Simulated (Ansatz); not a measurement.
**Vibrational response of TiRu4**

Theory: DFT PBE, scalar-relativistic, plane waves, PAW in Ansatz 0.2.0. Settings: 420 eV plane-wave cutoff, Γ-centred 8×8×6 mesh, Gaussian smearing of 0.10 eV. No spin polarisation. Phonons by linear response, acoustic sum rule imposed.

Relaxed structure:
```
CELL_PARAMETERS angstrom
4.77153 0.00000 -0.00587
0.00000 4.34933 0.00000
-2.44111 0.00000 6.84775
ATOMIC_POSITIONS crystal
Ti 0.24894 0.75000 0.19904
Ti 0.75106 0.25000 0.80096
Ru 0.53660 0.25000 0.39914
Ru 0.46340 0.75000 0.60086
Ru 0.34522 0.25000 0.00554
Ru 0.07022 0.75000 0.79303
Ru 0.13765 0.25000 0.59604
Ru 0.92978 0.25000 0.20697
Ru 0.86235 0.75000 0.40396
Ru 0.65478 0.75000 0.99446
```

The cell was found from a proposed guess, not taken from experiment. In a metal, frequencies depend on the k mesh and the smearing, soft modes most.

(1) Is this structure stable against zone-centre distortions?

(2) List the optical modes at Γ (i marks imaginary ones).

Results:

(1) Yes, at Γ: no optical mode is imaginary. Strains and other wave vectors aren't tested by this run.

(2)
```csv
frequency (cm⁻¹),degeneracy
116,1
117,1
121,1
123,1
124,1
137,1
139,1
143,1
146,1
149,1
150,1
155,1
164,1
170,1
183,1
184,1
189,1
193,1
193,1
197,1
204,1
205,1
206,1
217,1
218,1
224,1
225,1
```
